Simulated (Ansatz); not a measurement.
Data:

Relaxed SrTiO₃ (cubic perovskite):

```yaml
crystal:
  lattice:
    - [3.90701, 0.00000, 0.00000]
    - [0.00000, 3.90701, 0.00000]
    - [0.00000, 0.00000, 3.90701]
  atoms:
    - { symbol: Sr, position: [0.00000, 0.00000, 0.00000] }
    - { symbol: Ti, position: [0.50000, 0.50000, 0.50000] }
    - { symbol: O, position: [0.00000, 0.50000, 0.50000] }
    - { symbol: O, position: [0.50000, 0.50000, 0.00000] }
    - { symbol: O, position: [0.50000, 0.00000, 0.50000] }
```

In each cell atom 2 (Ti, nearest neighbour O at 1.954 Å; its periodic images, 3.9 Å or more away, move with it) moves by s·(0.577, 0.577, 0.577) (along Cartesian [111]), the rest being held.

Level of theory: r2SCAN (plane waves to 500 eV, PAW, scalar-relativistic; Ansatz, a first-principles code). k mesh 7×7×7 (Γ-centred), Fermi-Dirac smearing 0.05 eV. E stands for the smeared free energy. SrTiO3 is run without spin polarisation. SrTiO3 was relaxed with its symmetry unable to fall. ΔE is measured from the undisplaced structure.

The scan covers s from -0.390 to 0.390 Å in 11 points.

Q: Is this a single well or a double well?

A: A single well with its minimum at or next to zero displacement.

Q: Is the energy the same for equal positive and negative displacements?

A: Even: the same for both signs. With its periodic images moving along, the atom's site symmetry in this cell is m-3m.

Q: What force acts on the atom along the line at s = -0.390 Å?

A: 4.66 eV/Å.

Q: What is the energy change at s = 0.390 Å?

A: 602 meV/cell.

(For displaced atoms, the force is minus the slope of the energy, and its curvature is a force constant, which sets phonon frequencies.)
